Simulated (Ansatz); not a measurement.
# Defects and dopants in YLu3

Calculated with the plane-wave PAW code Ansatz (scalar-relativistic, PAW set soft_2), not measured. The host crystal, relaxed (Kohn–Sham gap 0.00 eV):

```cif
data_structure
_symmetry_space_group_name_H-M 'P6_3/mmc'
_symmetry_Int_Tables_number 194
_cell_length_a 6.9739
_cell_length_b 6.9739
_cell_length_c 5.4014
_cell_angle_alpha 90.000
_cell_angle_beta 90.000
_cell_angle_gamma 120.000
_cell_volume 227.50
loop_
_atom_site_label
_atom_site_type_symbol
_atom_site_symmetry_multiplicity
_atom_site_Wyckoff_symbol
_atom_site_fract_x
_atom_site_fract_y
_atom_site_fract_z
_atom_site_occupancy
Lu1 Lu 6 h 0.16502 0.33003 0.25000 1
Y1 Y 2 d 0.33333 0.66667 0.75000 1
```

Atoms are relaxed in small periodic supercells at the host's cell. Formation energies are those of the neutral defect, with atoms from and to the elements' standard states and no corrections; they are left out where an element with a U changes, an open 4f shell is known to end too high at times, atoms moved far or the cell holds a carrier in a band. Distances are those to the atoms of the nearest element, out to 1.25 times the shortest (mean and range); atoms of other elements can lie among them. They are left out where the atom moved off its site or the cell is too small to hold the shell. Moments under 0.05 μB aren't shown.

| defect | method | host atoms | formation energy (eV) | nearest element, host → defect (Å) | notes |
| --- | --- | --- | --- | --- | --- |
| Li interstitial | PBEsol | 24 | 1.56 | – | b c |
| Y vacancy | PBEsol | 24 | 2.08 | 12 Lu: 3.43 (3.38 to 3.49) → 3.44 (3.37 to 3.51) | a |
| Lu vacancy | PBEsol | 24 | 1.96 | 8 Lu: 3.42 (3.36 to 3.52) → 3.47 (3.39 to 3.60) | b |

Notes: a, atoms kept the symmetry of the start, so a distorted state could lie lower; b, one start alone; c, one start site alone, and another structure may lie lower.

Among the PBEsol rows the formation energy rises in the order Li interstitial (1.56), Lu vacancy (1.96), Y vacancy (2.08).

Caveats: small cells.
